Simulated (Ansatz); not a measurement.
# Al3GaN4: random displacements

The calculation used DFT PBEsol, scalar-relativistic, plane waves, PAW in Ansatz 0.2.0. Settings: plane waves to 420 eV, k-mesh 6×8×4 (Γ-centred), Gaussian smearing 0.05 eV. No spin polarisation. Energies are free energies at this smearing, counted from the undisturbed cell; pressure is positive in compression.

The undisturbed cell (relaxed at this level; it needn't be the usual structure):

```
Al Ga N
1.0
     5.04341    0.00000    0.00011
     0.00000    3.13007    0.00000
    -0.00324    0.00000    5.41799
Al Ga N
3 1 4
Direct
  0.50023 0.50000 0.16733
  0.00092 0.50000 0.83481
  0.00109 0.00000 0.33169
  0.49942 0.00000 0.66620
  0.11117 0.00000 0.66633
  0.12245 0.50000 0.16716
  0.62512 0.50000 0.84019
  0.62319 0.00000 0.32629
```

The atoms are displaced (Å, in the unstrained cell):

```tsv
atom	ux	uy	uz
Al1	0.107	-0.016	-0.099
Al2	-0.273	0.031	0.131
Al3	-0.024	-0.128	-0.159
Ga4	0.322	-0.051	-0.062
N5	0.225	-0.034	-0.058
N6	-0.013	-0.228	0.080
N7	-0.273	0.137	-0.090
N8	-0.071	0.289	0.256
```

Strain (Voigt, engineering shear): (-0.0035, -0.0267, 0.0081, 0.0561, -0.0328, -0.0082).

What are the energy change, the stress and the forces?

ΔE = 1017.8 meV/atom; stress (xx, yy, zz, yz, xz, xy; compression positive) (-1.72, 41.40, 41.16, -34.20, -0.38, 2.98) GPa; gap on the mesh 0.14 eV.
```csv
atom,Fx (eV/Å),Fy,Fz
Al1,-3.70,1.85,1.18
Al2,5.93,-0.31,-2.97
Al3,0.03,-2.96,5.74
Ga4,-5.52,6.50,3.10
N5,-4.68,-0.35,1.01
N6,0.72,5.06,-3.48
N7,3.30,-8.39,7.04
N8,3.91,-1.39,-11.62
```

Cost: 1 run of about 0.37 core-minutes, on AMD EPYC 7R43 (Zen 3) (shared hosts).